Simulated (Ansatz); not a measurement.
Relaxed-ion elastic tensor of Be3N2 in space group P6_3/mmc (No. 194; Be on 4f, Be on 2b, N on 2a, N on 2c) in GPa (Voigt order), r²SCAN in the plane-wave PAW code Ansatz; density 2.70 g/cm³, 6.78 Å³ per atom.

```
 501   128  75.0   0.0   0.0   0.0
 128   501  75.0   0.0   0.0   0.0
75.0  75.0   456   0.0   0.0   0.0
 0.0   0.0   0.0   184   0.0   0.0
 0.0   0.0   0.0   0.0   184   0.0
 0.0   0.0   0.0   0.0   0.0   187
```

Problem. Is the crystal mechanically stable?

Solution. Yes: the smallest eigenvalue of C is 184 GPa.

Problem. Work out the Voigt, Reuss and Hill averages.

Solution. K_V = 224, K_R = 222, K_H = 223; G_V = 189, G_R = 189, G_H = 189 GPa.

Problem. Give Young's modulus, Poisson's ratio, Pugh's ratio and the universal anisotropy index.

Solution. E = 9KG/(3K + G) = 442 GPa; ν = 0.17; K/G = 1.18 (brittle by the Pugh limit of 1.75); A_U = 5G_V/G_R + K_V/K_R − 6 = 0.02.

Problem. Estimate the sound speeds and the Debye temperature.

Solution. v_l = √((K + 4G/3)/ρ) = 13300 m/s, v_t = √(G/ρ) = 8370 m/s, mean 9210 m/s; Θ = (h/k)(3n/4πV)^(1/3) v_m = 1450 K.

Problem. Solve the Christoffel equation for the three sound speeds along x, y, z.

Solution. Eigenvalues of C_ijkl n_j n_l equal ρv². In km/s, slowest first: x 8.25, 8.32, 13.63; y 8.25, 8.32, 13.63; z 8.25, 8.25, 13.00.

Problem. How much does each axis shrink under pressure?

Solution. Linear compressibilities β_i = Σ_j S_ij (j = 1 to 3): x 1.4, y 1.4, z 1.7 per TPa.

The first step of the workflow began from a Materials Project structure, measured or hypothetical; the Crystallography Open Database copy checked does not list it. COD files the formula under space group No. 206. Whether it is the stable phase at ambient conditions was not checked. The r²SCAN relaxation kept the symmetry of its start; its stability against distortions is not shown here.

Potentials: the later of the program's two PAW sets.
